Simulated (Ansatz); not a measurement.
The elements of this relaxed trial crystal are hidden behind letters.

```
lattice vectors (Å)
   4.3598    0.0000    0.0000
   0.0000    4.3598    0.0000
   0.0000    0.0000    4.3598
fractional positions
X 0.5000 0.5000 0.5000
Z 0.0000 0.0000 0.0000
Q 0.5000 0.0000 0.0000
Q 0.0000 0.5000 0.0000
Q 0.0000 0.0000 0.5000
```

The calculation used DFT PBE, scalar-relativistic, plane waves, PAW (Ansatz). The final run on the 5-atom cell used 420 eV, a Γ-centred 10×10×10 mesh, 0.10 eV smearing and collinear spin.

- Space group: Pm-3m (No. 221)
- Conventional cell: a = 4.360 Å
- Volume per atom: 16.57 Å³
- Density: 10.37 g/cm³
- Formation energy: +0.24 eV/atom
- Gap on the 10×10×10 mesh of the 5-atom cell: 0 eV (a metal)
- Net moment per atom: 0.36 μB

Energies are uncorrected and count from the elements' standard states at the same level.

Q: X is a d-block element of period 6, Z is a p-block element of period 3 and Q is a d-block element of period 5. Which elements are they?

A: X = Ta, Z = Si, Q = Rh, so the formula is TaSiRh3, here in the antiperovskite type. Density times volume gives a mean mass of 10.37 × 16.57/1.6605 = 103.5 u per atom, and this set has 103.5 u. Ta is surrounded by 12 Rh at 3.08 Å; Si is surrounded by 6 Rh at 2.18 Å; Rh has 2 Si at 2.18 Å, 4 Ta at 3.08 Å and 8 Rh at 3.08 Å. Other sets within the hints have nearly the same mass, so mass alone doesn't settle it; this one was computed.

Spin–orbit coupling, which can matter for Ta, is left out. The magnetic state reached may not be the lowest. Symmetry constrained the relaxation, so the result can be a saddle point.
